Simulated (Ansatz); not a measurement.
Here is the system:

Cs:
```
CELL_PARAMETERS angstrom
     -4.84844     4.84844     2.65715
      4.84844    -4.84844     2.65715
      4.84844     4.84844    -2.65715
ATOMIC_POSITIONS crystal
  Cs 0.75000 0.25000 0.50000
  Cs 0.00000 0.00000 0.00000
```

This is the r²SCAN-relaxed structure.

Question: All from r²SCAN (plane waves, PAW; program Ansatz), unless another level is named. Give the density of states at the Fermi level.

Answer: 1.3 states/eV per atom (mean over ±0.08 eV).

Question: Predict the gap with spin–orbit coupling.

Answer: none (metallic).

Space group I4_1/amd (β-Sn type). A made-up cell: these elements were put on the sites of a structure type; the Crystallography Open Database copy checked does not list it. It is not the phase usual at ambient conditions (space group No. 229). The cell was relaxed with r²SCAN under the symmetry of its start; of distortions, only those at the zone centre were tested. Spin–orbit coupling is left out wherever it is not named.

Potentials: the later of the program's two PAW sets.
